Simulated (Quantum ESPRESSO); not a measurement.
```
AlP
1.0
    3.83105     0.00000     0.00000
   -1.91552     3.31779     0.00000
    0.00000     0.00000     6.28714
Al P
2 2
Direct
  0.33333   0.66667   0.00005
  0.66667   0.33333   0.50005
  0.33333   0.66667   0.37495
  0.66667   0.33333   0.87495
```

Cell and atoms were relaxed with LDA from Materials Project entry mp-8880, within its symmetry.

Task: What does norm-conserving LDA (Quantum ESPRESSO, 48 Ry, scalar-relativistic) give for the electronic structure near the Fermi level?

Result: The LDA gap is indirect, 1.79 eV, from Γ to M; the smallest direct gap is 2.34 eV. 

This is not the ordinary phase of the substance; no match was found in the copy of COD used, and its stability was not checked.
